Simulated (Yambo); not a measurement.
Quantum ESPRESSO input (LDA, PseudoDojo standard norm-conserving files, scalar-relativistic) whose wavefunctions are converted with p2y:

```
&CONTROL
  calculation = 'nscf'
  pseudo_dir = './pseudo'
  outdir = './out'
/
&SYSTEM
  ibrav = 0
  nat = 12
  ntyp = 3
  ecutwfc = 84.0
  ecutrho = 336.0
  occupations = 'fixed'
  force_symmorphic = .true.
  nbnd = 178
/
&ELECTRONS
  conv_thr = 1.2000000000000002e-08
  diago_full_acc = .true.
  diago_thr_init = 1e-08
/
ATOMIC_SPECIES
Li 6.9400 Li.upf
O 15.9990 O.upf
Pd 106.4200 Pd.upf
CELL_PARAMETERS angstrom
  2.552165000000  -4.416425000000   0.000000000000
  2.552165000000   4.416425000000   0.000000000000
 -1.699870000000   0.000000000000   4.764736000000
ATOMIC_POSITIONS crystal
Li   0.500000000000   0.500000000000   0.500000000000
Li   0.836470000000   0.163530000000   0.500000000000
Li   0.163530000000   0.836470000000   0.500000000000
Li   0.000000000000   0.000000000000   0.000000000000
O   0.267660000000   0.267660000000   0.762360000000
O   0.732340000000   0.732340000000   0.237640000000
O   0.424990000000   0.077990000000   0.235210000000
O   0.575010000000   0.922010000000   0.764790000000
O   0.922010000000   0.575010000000   0.764790000000
O   0.077990000000   0.424990000000   0.235210000000
Pd   0.666700000000   0.333300000000   0.000000000000
Pd   0.333300000000   0.666700000000   0.000000000000
K_POINTS automatic
1 1 1 0 0 0
```

Yambo's initialisation report on symmetry, reciprocal space, the k grid and the gaps on this mesh:

```
  [02.02] Symmetries
  ==================

  Inversion symmetry    : yes
  Spatial inversion     : yes
  Inversion index       :  3
  K-space Time-reversal : no
  Magnetic symmetries   : no
  Group table correct   : yes
  Symmetries units      :  [cc]

  [02.03] Reciprocal space
  ========================

  nG shells         :  18822
  nG charge         :   75411
  nG WFs            :   9369
  nC WFs            :   9369
  G-vecs. in first 80 shells:  [ Number ]
    1   3   5   9  13  17  21  23  27
    29   33   37   39   41   45   49   53   55
    59   63   65   69   73   77   81   85   89
    93   97  101  105  109  111  115  117  121
   125  129  133  137  141  145  147  149  153
   157  161  165  169  173  177  181  185  189
   193  197  201  203  207  209  213  217  221
   225  229  231  235  239  243  247  251  255
   259  263  265  269  273  275  279  283
  ...
  Shell energy in first 80 shells:  [ mHa ]
     0.0000  243.4750  283.3938  310.0068  391.3152  526.8687  715.6483  875.7754  876.7943
    956.634      958.103      959.574      973.900      1133.58      1159.17      1240.03      1257.29      1281.87
    1282.44      1377.05      1524.44      1526.36      1565.26      1608.24      1807.84      1980.25      2009.35
    2010.37      2014.78      2090.21      2091.68      2107.47      2174.91      2175.03      2191.27      2223.27
    2224.17      2415.44      2416.01      2458.30      2474.67      2547.04      2550.54      2579.20      2581.57
    2658.02      2659.94      2790.06      2790.96      2794.02      2862.59      2953.25      2955.05      2987.78
    3308.48      3308.60      3324.85      3421.34      3426.32      3503.10      3507.18      3520.04      3521.84
    3524.44      3554.57      3554.90      3556.94      3680.61      3704.74      3710.73      3712.77      3715.14
    3786.50      3792.04      3826.53      3832.41      3838.29      3895.60      3923.64      3924.54
  ...

  [02.04] K-grid lattice
  ======================

  Compatible Grid is   : 0D
  K lattice UC volume  :  0.342211 [a.u.]

  IBZ K-points                                      :  1
  BZ  K-points                                      :  1

  K/Q-points units:
  rlu = crystal or reduced units; cc = cartesian coordinates; iku = interal k-units

  K [1]          [rlu]:  0.000000  0.000000  0.000000
         WF components:   9369

  [02.05] Energies & Occupations
  ==============================

  [X] === General ===
  [X] Electronic Temperature                        :  0.000000  0.000000 [eV K]
  [X] Bosonic    Temperature                        :  0.000000  0.000000 [eV K]
  [X] Finite Temperature mode                       : no
  [X] El. density                                   :  0.78204E+24 [cm-3]
  [X] Fermi Level                                   :  7.972963 [eV]

  [X] === Gaps and Widths ===
  [X] Conduction Band Min                           :  2.330373 [eV]
  [X] Valence Band Max                              :  0.000000 [eV]
  [X] Filled Bands                                  :   42
  [X] Empty Bands                                   :   43  178
  [X] Direct Gap                                    :  2.330373 [eV]
  [X] Direct Gap localized at k                     :  1
```
The gaps are LDA values on this mesh alone; only operations without fractional translations are kept.

Spin-orbit coupling is not included.

Geometry of the Materials Project entry, not relaxed at this level.
